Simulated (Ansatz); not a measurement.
CaF2 in space group Pmc2_1 (No. 26; Ca on 2a, F on 2b, F on 2a), DFT-r²SCAN in the program Ansatz with PAW potentials. The conduction-band minimum lies at Γ, with 1 equivalent valley. Second derivatives d²E/dk² of the lowest band at one valley (eV·Å²), along Cartesian directions:

```tsv
direction	d²E/dk²
[100]	13.17
[010]	6.523
[001]	10.09
[110]	9.846
[101]	11.63
[011]	8.307
```

Problem. Find the principal effective masses, the density-of-states mass and the conductivity mass.

Solution. Off-diagonal terms follow from H_xy = H[110] − (H_xx + H_yy)/2, and m*/mₑ = 7.620 eV·Å² over each eigenvalue: 0.58, 0.76, 1.2. One valley's DOS mass (m₁m₂m₃)^(1/3) = 0.80, conductivity mass 3/(Σ 1/mᵢ) = 0.77 mₑ.

Problem. What effective density of states Nc follows at 300 K for parabolic valleys?

Solution. Nc = 2.509e19 × 1 × (0.80)^(3/2) ≈ 1.8e19 cm⁻³.

The workflow started from a Materials Project entry (that database holds measured and hypothetical structures alike); the Crystallography Open Database copy checked does not list it. It is not the phase usual at ambient conditions (space group No. 225). The cell was relaxed with r²SCAN under the symmetry of its start; whether a distortion lowers the energy is not shown.

Potentials: the earlier of the program's two PAW sets.

Edges and masses are those of Kohn–Sham bands, whose gap is no quasiparticle gap.
